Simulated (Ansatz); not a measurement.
A distorted cell of HgTe (zinc blende):

```
HgTe
1.0
    0.00000     3.34381     3.34381
    3.34381     0.00000     3.34381
    3.34381     3.34381     0.00000
Te Hg
1 1
Cartesian
  5.01572   5.01572   5.01572
  0.00000   0.00000   0.00000
```

These are r2SCAN (plane waves to 500 eV, PAW, scalar-relativistic; Ansatz, an electronic-structure program) values and carry that method's errors. k mesh 12×12×12 (Γ-centred), Fermi-Dirac smearing 0.05 eV. The energy includes the smearing's −TS. Stress and pressure are positive under compression. At this level the bands of HgTe touch or barely overlap. HgTe was relaxed with its symmetry unable to fall. Spin-orbit coupling is left out, though Hg and Te are heavy.

### Question
Give the stress tensor in GPa and the pressure.

### Answer
```
   -1.8      0.0      0.0
    0.0     -1.8      0.0
    0.0      0.0     -1.8
```
The pressure, a third of the trace, is -1.8 GPa.

### Question
It is the relaxed cell scaled evenly to V/V₀ = 1.053, atoms relaxed where free. What is its energy relative to the relaxed cell?

### Answer
11 meV/atom.

(Under strain, the slope of the energy per volume gives the stress and its curvature an elastic modulus.)
